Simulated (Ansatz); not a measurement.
Here is the system:

LiAl3:
```xyz
4
Lattice="4.0012 0.0000 0.0000 0.0000 4.0012 0.0000 0.0000 0.0000 4.0012" Properties=species:S:1:pos:R:3 pbc="T T T"
Li     0.0000     0.0000     0.0000
Al     2.0006     2.0006     0.0000
Al     0.0000     2.0006     2.0006
Al     2.0006     0.0000     2.0006
```

This is the PBEsol-relaxed structure.

Q: All from PBEsol (plane waves, PAW; program Ansatz), unless another level is named. Give the density of states at the Fermi level.

A: 0.33 states/eV per atom (mean over ±0.08 eV).

Q: Give the formation energy from the elements (no fitted shifts).

A: -84 meV/atom.

Space group Pm-3m (Cu3Au type). The workflow started from a Materials Project entry (that database holds measured and hypothetical structures alike); the Crystallography Open Database copy checked does not list it. With Li and Al taken as one species the cell has the higher symmetry Fm-3m, so it may be an ordered model of a mixed-site phase. Whether it is the stable phase at ambient conditions was not checked. The cell was relaxed with PBEsol under the symmetry of its start; of distortions, only those at the zone centre were tested. The references are the lowest solids computed at this level, not always the standard phases.

Potentials: the later of the program's two PAW sets.
